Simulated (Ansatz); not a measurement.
Si:
```xyz
2
Lattice="0.0000 2.7107 2.7107 2.7107 0.0000 2.7107 2.7107 2.7107 0.0000" Properties=species:S:1:pos:R:3 pbc="T T T"
Si     2.7107     2.7107     2.7107
Si     4.0660     4.0660     4.0660
```

Relaxed with PBE+D3(BJ). Special points in fractions of this cell's reciprocal vectors: Γ (0.000, 0.000, 0.000); X (0.500, 0.000, 0.500); U (0.625, 0.250, 0.625); K (0.375, 0.375, 0.750); L (0.500, 0.500, 0.500); W (0.500, 0.250, 0.750).

**Question.** List the band energies nearest the valence-band maximum at these points for the program Ansatz at the PBE+D3(BJ) level (PAW).

**Answer.** In eV from the valence-band maximum; about four levels below and three above (degenerate sets whole), none deeper than 8.9 eV; points with the same levels are listed once.

| k | below | above |
|---|---|---|
| Γ | 0.00 0.00 0.00 | 2.56 2.56 2.56 |
| X | -7.84 -7.84 -2.87 -2.87 | 0.70 0.70 10.15 10.15 |
| U | -8.25 -7.24 -4.33 -2.44 | 1.20 4.13 7.49 |
| L | -7.00 -1.20 -1.20 | 1.55 3.34 3.34 |
| W | -7.67 -7.67 -3.88 -3.88 | 4.27 4.27 5.02 5.02 |

Space group Fd-3m (diamond). The PBE+D3(BJ) relaxation kept the symmetry of its start.

Potentials: the earlier of the program's two PAW sets.
